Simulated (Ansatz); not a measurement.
## W: from a starting cell to a relaxed one

The start is a relaxed W cell displaced along its unstable phonon at q = Γ (44i cm⁻¹), largest move 0.15 Å. A full variable-cell relaxation at zero pressure is run with PBEsol (plane waves to 420 eV, PAW, scalar-relativistic; Ansatz, a quantum-chemistry and plane-wave program). The first steps use a coarse 13×13×4 k-mesh.

Input geometry:
```
W
1.0
    2.76034     0.00000     0.00000
   -1.38017     2.39053     0.00000
    0.00000     0.00000     9.71164
W
4
Direct
  0.00000   0.00000   0.00000
  0.00000   0.00000   0.50000
  0.36471   0.72941   0.25000
  0.63529   0.27059   0.75000
```

Task: What is the largest force in the starting geometry, and on which atom (counted from 1)?

Result: 0.21 eV/Å, on W3, W4 (atoms numbered as listed).

Task: How much energy is released per atom?

Result: 0.48 to 0.49 eV/atom (the two k-meshes of the run give this range).

Task: How does the volume change?

Result: -2.0 %, from 16.02 to 15.69 Å³/atom.

Task: Is the parent structure recovered?

Result: It does not go back: it reaches Im-3m (No. 229), bcc (W type), 0.49 eV/atom below the parent.

Task: How do the shortest distances between atoms change?

Result: The closest pairs of elements (up to four, under 3.6 Å), start → end: W–W 2.76 → 2.73 Å.

Task: What band gap does the relaxed structure have at this level?

Result: No gap (metallic).

Task: Give the final cell and atomic positions.

Result: 
Space group Im-3m (No. 229); a = 3.154 Å, b = 3.154 Å, c = 3.154 Å, α = 90.00°, β = 90.00°, γ = 90.00°

| atom | site | symmetry | x | y | z |
|---|---|---|---|---|---|
| W | 2a | m-3m | 0.0000 | 0.0000 | 0.0000 |
(The calculation used a cell of 1 atom; values per cell refer to that cell.)

Final values are on a 21×21×21 k-mesh of the relaxed cell. No spin polarisation in the result.

The run could not lose the symmetry of its start.

Of the parent cell (P6₃/mmc (No. 194)): it is a generated cell of W: the first start was made by placing the elements on the sites of a structure type, and the end was not matched to a known phase here, so it may be hypothetical. Known forms of W include space group No. 229.
